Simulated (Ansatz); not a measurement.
## W (Im-3m), stationary points along a deformation path

Computed with DFT r2SCAN, scalar-relativistic, plane waves, PAW (Ansatz 0.2.0). Settings: plane waves to 500 eV, k-mesh 24×24×24 (Γ-centred), Gaussian smearing 0.15 eV. Spin–orbit coupling is left out, which can shift energies with elements as heavy as these. No spin polarisation. Energies are free energies at this smearing, counted from the undisturbed cell; pressure is positive in compression.

The starting cell (as given, not relaxed at this level; it stands at -7.4 GPa):

```
W
1.0
    -1.59730    1.59730    1.59730
     1.59730   -1.59730    1.59730
     1.59730    1.59730   -1.59730
W
1
Direct
  0.00000 0.00000 0.00000
```

At fixed volume and fractional coordinates, lengths along (0.000, 0.000, 1.000) are scaled against those across it; ρ is that ratio over its starting value. V = 16.301 Å³/atom. Δσ is the stress along the axis less the mean stress across it (compression positive).

| ρ | ΔE (meV/atom) | Δσ (GPa) | space group |
| --- | --- | --- | --- |
| 0.650 | 1108.9 | 89.43 | I4/mmm |
| 0.707 | 716.8 | 48.23 | I4/mmm |
| 0.780 | 491.2 | 28.43 | I4/mmm |
| 0.850 | 286.0 | 43.70 | I4/mmm |
| 0.920 | 81.8 | 27.88 | I4/mmm |
| 0.960 | 20.0 | 14.46 | I4/mmm |
| 1.000 | 0.0 | 0.00 | Im-3m |
| 1.050 | 26.4 | -15.43 | I4/mmm |
| 1.100 | 93.8 | -26.66 | I4/mmm |
| 1.200 | 280.2 | -33.95 | I4/mmm |
| 1.300 | 457.1 | -27.76 | I4/mmm |
| 1.414 | 547.6 | -0.07 | Fm-3m |
| 1.500 | 509.5 | 15.34 | I4/mmm |

Question: How does the stress give the slope of the energy, and where is the energy stationary?

Answer: Along the path d ln(length) is 2/3 d ln ρ on the axis and −1/3 d ln ρ across it, so dE/d ln ρ = −(2/3) V Δσ: the energy falls with ρ where Δσ is positive. Δσ vanishes or changes sign at ρ = 1.000 (Im-3m), a minimum at 0.0 meV/atom; at ρ = 1.414 (Fm-3m), a maximum at 547.6 meV/atom. Pairs of stationary points between two samples would go unseen, and could change a minimum read from distant neighbours into a maximum. At ρ = 1.000, 1.414 the cell is cubic, where symmetry alone makes the stress isotropic and the slope zero.

Question: Which shear constant sets the curvature at ρ = 1?

Answer: For a cubic crystal E/V = (2/3) C (ln ρ)² with C = C′ = (C11 − C12)/2, so Δσ = −2C ln ρ. The parabola of Δσ against ln ρ through ρ = 0.960, 1 and 1.050 gives C ≈ 168 GPa with the ions clamped, rough because the steps are large. It is the stress–strain coefficient at this cell's pressure of -7.4 GPa, not the zero-pressure constant.

Question: Integrate that slope from ρ = 1 to 0.850 by the trapezoid rule.

Answer: With V/N in Å³ and 1 eV/Å³ = 160.2 GPa the slopes at ρ = 1.000, 0.960, 0.920, 0.850 are 0, -981, -1891, -2964 meV/atom per unit of ln ρ. The steps add 20.0 + 61.1 + 192.1 = 273.2 meV/atom, against 286.0 from the energies; the trapezoid rule misses the curvature of the slope within each step.

In a metal these slopes depend on the k mesh and the smearing.